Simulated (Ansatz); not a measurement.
# Computed properties of Zr

Zr:
```
Zr
1.0
   -2.77240     2.77240     1.53298
    2.77240    -2.77240     1.53298
    2.77240     2.77240    -1.53298
Zr
2
Cartesian
  0.00000   2.77240   0.76649
  0.00000   0.00000   0.00000
```

Space group I4_1/amd (No. 141), β-Sn type; conventional cell a = b = 5.5448 Å, c = 3.0660 Å, α = β = γ = 90.00°.

Method: the program Ansatz at the PBE level (PAW). Structure relaxed to zero pressure with the same functional. Other levels are named where they apply.

**Cell and energy**

- Volume per atom: 23.57 Å³
- Density: 6.43 g/cm³

**Electronic structure**

- Electronic character = metallic (no gap)
- Density of states at the Fermi level = 1.6 states/eV per atom (mean over ±0.08 eV)
- Gap with spin–orbit coupling = none (metallic)

**Mechanics**

* **Bulk modulus (Birch–Murnaghan fit)**: 79.4 GPa
* **Pressure derivative B′**: 3.5

**Phonons**

Highest zone-centre frequency: 200 cm⁻¹
Zone-centre stability: unstable, softest mode 100i cm⁻¹

The cell is a constructed one: a structure type filled with these elements; neither database checked (COD, Materials Project) lists it. It is not the phase usual at ambient conditions (space group No. 194). The cell was relaxed with PBE under the symmetry of its start. No spin polarisation was allowed. As this level gives no gap, phonon frequencies hold no LO–TO term and depend on the k-mesh and smearing (Fermi–Dirac, 0.1 eV here). Axis ratios of metals converge slowly with the k-mesh, so a and c are less sure than the volume. Spin–orbit coupling is left out wherever it is not named.

Potentials: the later of the program's two PAW sets.
